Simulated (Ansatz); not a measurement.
**ZrSiRu: do energies and stresses tell the same story?**

The calculation used Ansatz 0.2.0, DFT PBEsol, scalar-relativistic, plane waves, PAW.

Cutoff 420 eV; k points 6×6×10 on the computed 9-atom cell (Γ-centred); Gaussian smearing, width 0.10 eV; no spin polarisation.

Relaxed cell: P-62m, a = 6.635 Å, b = 6.635 Å, c = 3.679 Å, α = 90.00°, β = 90.00°, γ = 120.00°, 9 atoms in the primitive cell. Whether it is the stable form of this composition wasn't checked.

Energies at zero smearing and pressures from the stress tensor, at volumes with shape and atoms relaxed:
| V (Å³/atom) | E − E(first) (meV/atom) | P (GPa) |
| --- | --- | --- |
| 14.650 | 0.00 | 14.53 |
| 15.118 | -30.71 | 6.70 |
| 15.586 | -40.30 | 0.01 |
| 16.053 | -31.79 | -5.71 |
| 16.521 | -7.84 | -10.59 |

Check P = −dE/dV between neighbouring volumes, and get the bulk modulus from the pressures alone.

With 1 eV/Å³ = 160.2 GPa:
```csv
middle V (Å³/atom),−ΔE/ΔV (GPa),mean P (GPa)
14.884,10.524,10.619
15.352,3.283,3.355
15.819,-2.914,-2.854
16.287,-8.207,-8.155
```

The two differ by 0.09 GPa at most. The mean of two end pressures misses the average over a step by about ΔV² P″/12, up to 0.10 GPa here; with that taken off 0.02 GPa remains. Around V = 15.586 Å³/atom, the two neighbours give B = −V ΔP/ΔV = 15.586 × 12.42 / 0.935 = 207.0 GPa, against B0 = 205.9 GPa from the Birch–Murnaghan fit of the energies.